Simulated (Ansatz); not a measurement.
## Equation of state of Hf2Ga

A database entry relaxed whole under r2SCAN (I4/mcm):

```
CELL_PARAMETERS angstrom
-3.33944 3.33944 2.63706
3.33944 -3.33944 2.63706
3.33944 3.33944 -2.63706
ATOMIC_POSITIONS crystal
Hf 0.65431 0.15431 0.80862
Hf 0.15431 0.34569 0.50000
Hf 0.34569 0.84569 0.19138
Hf 0.84569 0.65431 0.50000
Ga 0.25000 0.25000 0.00000
Ga 0.75000 0.75000 0.00000
```

The cell was scaled uniformly, its shape held, and the atoms relaxed at each volume with plane-wave PAW DFT (Ansatz 0.2.0; r2SCAN, 500 eV, 8×8×8 Γ-centred mesh, fermi-dirac occupations of width 0.100 eV; no spin, no spin-orbit coupling). One row is withheld.

```csv
volume (Å³/atom),energy over the lowest (meV/atom),pressure (GPa)
18.429,29.4,8.67
18.821,12.4,5.50
19.213,2.9,2.61
19.605,0.0,-0.01
19.998,?,?
20.390,12.0,-4.58
20.782,25.9,-6.56
```

Fit the pressures of the other rows to the third-order Birch-Murnaghan form.

With f = [(V₀/V)^(2/3) − 1]/2 and P = 3B₀f(1 + 2f)^(5/2)[1 + 3(B₀′ − 4)f/2], least squares gives V₀ = 19.60 Å³ an atom, B₀ = 125 GPa and B₀′ = 3.7; the rows miss the fit by less than 0.01 GPa. The slope of the energies differs from these pressures by 0.13 GPa, since they are taken to zero smearing while pressures follow the free energy.

What does the withheld row hold?

The fit gives -2.40 GPa at 19.998 Å³; the run gave -2.40 GPa and 3.2 meV an atom.

Caveats: the shape of the cell was held, so B₀ is an upper bound where the axes differ in stiffness; 0 K, fixed nuclei; the symmetry was kept, and this need not be the phase that is stable at 0 K; one mesh for all volumes; pressure is positive in compression.
